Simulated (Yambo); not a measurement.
```xyz
10
Lattice="4.7090 0.0000 0.0000 0.0000 5.8160 0.0000 -2.2509 0.0000 6.7878" Properties=species:S:1:pos:R:3 pbc="T T T"
O      0.0168     3.1394     4.7000
O      2.4414     2.6766     2.0878
O      2.4414     0.2314     2.0878
O      0.0168     5.5846     4.7000
F      0.6362     1.4540     0.7944
F      1.8219     4.3620     5.9934
S      0.0457     4.3620     5.5346
S      2.4125     1.4540     1.2532
K      0.0855     4.3620     1.9641
K      2.3727     1.4540     4.8237
```

The geometry is that of Materials Project entry mp-6560, symmetrised and not relaxed again.

Q: Where are the main features of Im ε from RPA with local fields on LDA bands shifted by a G0W0 scissor of 3.55 eV (Yambo; 4×4×2 mesh, 143 bands, 3 Ry local-field block, 0.2 eV broadening; field along x)?

A: Peaks at 7.8 eV (1.4), 11.5 eV (1.3), 13.5 eV (1.6), 14.4 eV (1.6), 15.6 eV (2.0), heights in brackets. Structure narrower than a few tenths of an eV can come from the finite k mesh. Convergence of the RPA response with its 4×4×2 mesh was not tested. The scissor comes from a G0W0 run whose convergence isn't established. No excitonic effects at this level.
